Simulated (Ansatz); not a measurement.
Input file for Ansatz (a quantum-chemistry and plane-wave program):

Ansatz 0.2 input:
```yaml
crystal:
  lattice:
    - [5.6709569368, 0.0, 0.0]
    - [-2.8354784684, 4.9111927711, 0.0]
    - [0.0, 0.0, 4.4778525441]
  atoms:
    - { symbol: Au, position: [0.5, 0.0, 0.5] }
    - { symbol: Au, position: [0.5, 0.5, 0.5] }
    - { symbol: Au, position: [0.0, 0.5, 0.5] }
    - { symbol: Au, position: [0.3333333333, 0.6666666667, 0.0] }
    - { symbol: Au, position: [0.6666666667, 0.3333333333, 0.0] }
    - { symbol: K, position: [0.0, 0.0, 0.0] }
kpoints:
  mp_grid: { grid: [12, 12, 13] }
hamiltonian:
  xc: pbesol
  pseudopotentials: { kind: paw }
scf:
  occupations: { method: fermi_dirac, width: 0.1 }
elastic: { mode: relaxed_ion, stencil: two_point, amplitude: 0.005, f_tol: 0.0005 }
```

Output (shortened):

```
Pseudopotential: Au, paw, valence charge 19
Pseudopotential: K, paw, valence charge 9
Functional definition: PBEsol
Crystal: 6 atoms, lattice volume = 124.713 Å³
Basis set: ecut = 420 eV, 2427 PW (Γ), exchange–correlation on 80×80×64 points (8 copies of the dense FFT grid, shifted against one another)
Bands: 63, of which v1, the nominal top of the filled ones, is band 52 counted from 1 (51 counted from 0)
Symmetry: 24 space group operations
Space group: P6/mmm (ITA 191), of the structure as read, at distance tolerance 5.0e-5 Å
k-points: 133 of 1872
SCF 1 converged in 10 iterations: F = -66552.628879 eV  dr2 = 1.66e-14
Crystal: 6 atoms, lattice volume = 124.090 Å³
Basis set: ecut = 420 eV, 2399 PW (Γ), exchange–correlation on 80×80×64 points (8 copies of the dense FFT grid, shifted against one another)
Symmetry: 8 space group operations
k-points: 301 of 1872
SCF 2 converged in 12 iterations: F = -66552.627285 eV  dr2 = 8.06e-15
relax step   1: F+E_penalty+E_count = -66552.62728476 eV  Δ(F+E_penalty+E_count) = +0.000e0 eV  max|allowed force component| = 4.855e-3 eV/Å  Δτ_max = 0.0000 Å  (12 SCF iters, accepted)
Crystal: 6 atoms, lattice volume = 124.090 Å³
SCF 3 converged in 7 iterations: F = -66552.627291 eV  dr2 = 3.98e-14
relax step   2: F+E_penalty+E_count = -66552.62729113 eV  Δ(F+E_penalty+E_count) = -6.374e-6 eV  max|allowed force component| = 2.932e-4 eV/Å  Δτ_max = 0.0014 Å  (7 SCF iters, accepted)
Crystal: 6 atoms, lattice volume = 124.090 Å³
SCF 4 converged in 6 iterations: F = -66552.627291 eV  dr2 = 7.21e-15
Crystal: 6 atoms, lattice volume = 125.337 Å³
Basis set: ecut = 420 eV, 2443 PW (Γ), exchange–correlation on 80×80×64 points (8 copies of the dense FFT grid, shifted against one another)
SCF 5 converged in 12 iterations: F = -66552.627929 eV  dr2 = 7.19e-15
relax step   1: F+E_penalty+E_count = -66552.62792894 eV  Δ(F+E_penalty+E_count) = +0.000e0 eV  max|allowed force component| = 4.616e-3 eV/Å  Δτ_max = 0.0000 Å  (12 SCF iters, accepted)
Crystal: 6 atoms, lattice volume = 125.337 Å³
SCF 6 converged in 7 iterations: F = -66552.627935 eV  dr2 = 8.65e-14
relax step   2: F+E_penalty+E_count = -66552.62793486 eV  Δ(F+E_penalty+E_count) = -5.922e-6 eV  max|allowed force component| = 1.161e-4 eV/Å  Δτ_max = 0.0013 Å  (7 SCF iters, accepted)
Crystal: 6 atoms, lattice volume = 125.337 Å³
SCF 7 converged in 6 iterations: F = -66552.627935 eV  dr2 = 4.43e-15
Crystal: 6 atoms, lattice volume = 124.090 Å³
Basis set: ecut = 420 eV, 2391 PW (Γ), exchange–correlation on 80×80×64 points (8 copies of the dense FFT grid, shifted against one another)
SCF 8 converged in 9 iterations: F = -66552.627240 eV  dr2 = 8.79e-15
Crystal: 6 atoms, lattice volume = 125.337 Å³
SCF 9 converged in 8 iterations: F = -66552.626434 eV  dr2 = 1.04e-14
Crystal: 6 atoms, lattice volume = 124.713 Å³
Basis set: ecut = 420 eV, 2419 PW (Γ), exchange–correlation on 80×80×64 points (8 copies of the dense FFT grid, shifted against one another)
Symmetry: 4 space group operations
k-points: 511 of 1872
SCF 10 converged in 11 iterations: F = -66552.628505 eV  dr2 = 4.35e-15
relax step   1: F+E_penalty+E_count = -66552.62850472 eV  Δ(F+E_penalty+E_count) = +0.000e0 eV  max|allowed force component| = 4.265e-4 eV/Å  Δτ_max = 0.0000 Å  (11 SCF iters, accepted)
Crystal: 6 atoms, lattice volume = 124.713 Å³
SCF 11 converged in 8 iterations: F = -66552.628505 eV  dr2 = 1.18e-14
Crystal: 6 atoms, lattice volume = 124.713 Å³
SCF 12 converged in 11 iterations: F = -66552.628505 eV  dr2 = 4.57e-15
relax step   1: F+E_penalty+E_count = -66552.62850472 eV  Δ(F+E_penalty+E_count) = +0.000e0 eV  max|allowed force component| = 4.265e-4 eV/Å  Δτ_max = 0.0000 Å  (11 SCF iters, accepted)
Crystal: 6 atoms, lattice volume = 124.713 Å³
SCF 13 converged in 8 iterations: F = -66552.628505 eV  dr2 = 1.21e-14
SCF converged after 10 iterations
Free energy (F): -66552.628879 eV
Harris-Foulkes:  -66552.628879 eV  (|F-HF|=1.46e-11)
Internal energy: -66552.584084 eV  (E = F + TS)
E sigma→0 (E₀):  -66552.606481 eV
Entropy (-TS):   -0.044795 eV (-7.466 meV/atom)
Fermi energy:    14.950335 eV
--- Per-component energies (eV) ---
  E_band       = -1579.447728
  E_kinetic    = 3279.318359
  E_local      = -12645.611469  (includes V_loc(G=0)·N_el)
  E_nonlocal   = 398.307836
  E_hartree    = 5386.717666
  E_xc         = -1267.079920
  E_vxc        = -1537.561412  (∫ρ·V_xc dr)
  E_paw        = -48589.541691  (= ΣΔE_a)
  E_vpaw       = -1847.343242  (= ΣTr[D̂ρ^β])
  E_aug_tail   = 0.006864  (compensation charges beyond the density's cutoff)
  E_ewald      = -13116.357011
  E_core_change = 1.655281  (= ΣΔE_core)
  E_smearing   = -0.044795  (= −TS)
  E_closure    = 0.000000  (closes the sum)
  Σ components = -66552.628879   (vs F -66552.628879, Δ=0.00e0)
--- Forces (eV/Å), atoms counted from 1 ---
  atom   1  Au     0.00000000     0.00000000     0.00000000
  atom   2  Au     0.00000000     0.00000000     0.00000000
  atom   3  Au     0.00000000     0.00000000     0.00000000
  atom   4  Au     0.00000000     0.00000000     0.00000000
  atom   5  Au     0.00000000     0.00000000     0.00000000
  atom   6  K      0.00000000     0.00000000     0.00000000
  max |Σ_I F_I| component: 2.31e-17 eV/Å
--- Stress (GPa, compression-positive) ---
        0.076256       0.000000       0.000000
        0.000000       0.076256       0.000000
        0.000000       0.000000      -0.111617
  P = ⅓ Tr σ = 0.0136 GPa (0.136 kbar)
--- Band table (eV; the first three rows and the last of 133) ---
  k-point 0: bands = ["-90.6158", "-90.6073", "-90.6073", "-90.4625", "-90.4623", "-42.1832", "-42.1328", "-42.0521", "-42.0521", "-42.0051", "-42.0051", "-41.9547", "-41.9261", "-41.9261", "-41.8847", "-41.8468", "-41.8262", "-41.8262", "-41.7997", …
  k-point 1: bands = ["-90.6157", "-90.6073", "-90.6073", "-90.4625", "-90.4623", "-42.1865", "-42.1289", "-42.0516", "-42.0516", "-42.0072", "-42.0072", "-41.9513", "-41.9261", "-41.9261", "-41.8847", "-41.8508", "-41.8241", "-41.8241", "-41.8003", …
  k-point 2: bands = ["-90.6157", "-90.6073", "-90.6073", "-90.4626", "-90.4623", "-42.1953", "-42.1176", "-42.0502", "-42.0502", "-42.0128", "-42.0128", "-41.9423", "-41.9260", "-41.9260", "-41.8847", "-41.8625", "-41.8184", "-41.8184", "-41.8018", …
  k-point 132: bands = ["-90.6113", "-90.6113", "-90.6073", "-90.4627", "-90.4627", "-42.1402", "-42.1402", "-42.0364", "-42.0308", "-42.0308", "-42.0178", "-41.9513", "-41.9268", "-41.9268", "-41.9067", "-41.9067", "-41.8082", "-41.8021", "-41.8021", …
--- Elastic constants: 3 strain directions × 2 members + reference (group order 24) ---
  dense FFT box of the reference and of every strained cell: 40×40×32
  strains applied: 11, 33, 23; error gains …
  C = ∂σ_k/∂η_j (tension-positive GPa; Voigt order 11 22 33 23 13 12):
       130.123     62.121     87.418      0.000      0.000      0.000
        62.121    130.123     87.418      0.000      0.000      0.000
        87.220     87.220    209.653      0.000      0.000      0.000
         0.000      0.000      0.000     38.463      0.000      0.000
         0.000      0.000      0.000      0.000     38.463      0.000
         0.000      0.000      0.000      0.000      0.000     34.001
  reference stress σ⁰ (GPa):     -0.076     -0.076      0.112      0.000      0.000      0.000
  moduli (Voigt/Reuss/Hill, GPa): K = 104.82/95.53/100.18   G = 37.73/36.79/37.26   E = 99.44   ν = 0.335
  mechanically stable: yes (min eigenvalue of sym C = 34.00 GPa)
  strain η (Voigt 11):  stress-route row diagonal C_11 = 130.12 GPa, energy-path curvature d²(F+E_count+ΔE)/dδ²/Ω₀ = 130.14 GPa
         δ    σ_11 (GPa)             F (eV)   n_scf  n_hpsi   n_pw
    -5.000e-3      -0.7454      -66552.6272911       6  251566   2455   relax 2 steps, max|allowed force component| 2.93e-4 eV/Å
     5.000e-3       0.5559      -66552.6279349       6  250230   2487   relax 2 steps, max|allowed force component| 1.16e-4 eV/Å
  strain η (Voigt 33):  stress-route row diagonal C_33 = 209.65 GPa, energy-path curvature d²(F+E_count+ΔE)/dδ²/Ω₀ = 209.67 GPa
         δ    σ_33 (GPa)             F (eV)   n_scf  n_hpsi   n_pw
    -5.000e-3      -0.9605      -66552.6272404       9  149429   2456   relax 0 steps, max|allowed force component| 6.13e-17 eV/Å
     5.000e-3       1.1360      -66552.6264340       8  136726   2481   relax 0 steps, max|allowed force component| 7.71e-18 eV/Å
  strain η (Voigt 23):  stress-route row diagonal C_44 = 38.46 GPa, energy-path curvature d²(F+E_count+ΔE)/dδ²/Ω₀ = 38.49 GPa
         δ    σ_23 (GPa)             F (eV)   n_scf  n_hpsi   n_pw
    -5.000e-3      -0.1923      -66552.6285047       8  511445   2466   relax 1 steps, max|allowed force component| 4.27e-4 eV/Å
     5.000e-3       0.1923      -66552.6285047       8  511445   2466   relax 1 steps, max|allowed force component| 4.26e-4 eV/Å
```

Cost: very roughly 17 core-minutes on shared cores.

The workflow started from an entry of the Crystallography Open Database (COD). Whether it is the stable phase at ambient conditions was not checked. Symmetry was held in the PBEsol relaxation; its stability against distortions is not shown here. As this level gives no gap, shear constants depend on the k-mesh and smearing (Fermi–Dirac, 0.1 eV here). Axis ratios of metals converge slowly with the k-mesh, so a and c are less sure than the volume. Scalar-relativistic: spin–orbit coupling is off unless named, which matters more the heavier the elements.

Potentials: the later of the program's two PAW sets.

Ansatz is a plane-wave DFT program.
